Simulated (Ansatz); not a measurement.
Input:

SiC:
```cif
data_C4Si4
_chemical_formula_sum 'C4 Si4'
_space_group_name_H-M_alt 'F-43m'
_space_group_IT_number 216
_space_group_name_Hall 'F -4 2 3'
_cell_length_a 4.35634
_cell_length_b 4.35634
_cell_length_c 4.35634
_cell_angle_alpha 90.000
_cell_angle_beta 90.000
_cell_angle_gamma 90.000
loop_
_atom_site_label
_atom_site_type_symbol
_atom_site_symmetry_multiplicity
_atom_site_Wyckoff_symbol
_atom_site_fract_x
_atom_site_fract_y
_atom_site_fract_z
_atom_site_occupancy
C1 C 4 c 0.25000 0.25000 0.25000 1
Si1 Si 4 a 0.00000 0.00000 0.00000 1
```
(The calculation used a cell of 2 atoms; values per cell refer to that cell.)

This is the r²SCAN-relaxed structure.

Question: All from plane-wave PAW r²SCAN (Ansatz code), unless another level is named. Estimate the electron effective mass.

Answer: 0.23, 0.23, 0.64 mₑ (principal values).

Question: Give the smallest direct gap on the standard path.

Answer: 5.05 eV.

Question: Predict the weight of the conduction-edge state by species (Voronoi cells).

Answer: Si 64 %, C 36 %.

Question: Next, the valence-band maximum?

Answer: at Γ.

Symmetry was held in the r²SCAN relaxation.

Potentials: the later of the program's two PAW sets.
